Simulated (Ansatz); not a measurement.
Suppose Ga₃SbN₂ takes space group P6mm (No. 183), with Ga on 3c; Sb on 1a; N on 2b.

The calculation used Ansatz 0.2.0, DFT PBE, scalar-relativistic, plane waves, PAW. Cutoff 420 eV, Γ-centred mesh, Gaussian smearing, no spin polarisation.

Energies over the elements count from the elements' standard structures at the same level (N₂ as a molecule), with no fitted energy shifts.

**Question.** Which cell and coordinates does it relax to?

**Answer.**

Space group P6mm (No. 183). a = 5.916 Å, b = 5.916 Å, c = 3.188 Å, α = 90.00°, β = 90.00°, γ = 120.00°
```
atom  site  symmetry       x       y       z
  Ga    3c       2mm  0.5000  0.0000  0.3021
  Sb    1a       6mm  0.0000  0.0000  0.5146
   N    2b       3m.  0.3333  0.6667  0.0000
```

Ga is surrounded by 2 N at 1.96 Å, 2 N at 2.80 Å, 4 Ga at 2.96 Å and 2 Sb at 3.03 Å; Sb is surrounded by 6 Ga at 3.03 Å and 2 Sb at 3.19 Å; around N lie 3 Ga at 1.96 Å. Another local minimum with the same sites may exist.

**Question.** And its energy and gap?

**Answer.** The formation energy is +0.34 eV/atom and the gap on the 6×6×12 mesh of the 6-atom cell is 0 eV (a metal). It can't be a ground state, since the elements alone are lower.

The last run used Gaussian smearing of 0.10 eV. These runs have no spin–orbit coupling, which can matter for Sb. Symmetry constrained the relaxation, so the result can be a saddle point. Another cell of Ga3SbN2 relaxed alike, in P4/mmm, lies 13 meV/atom lower, so this cell isn't the stable form at this level.
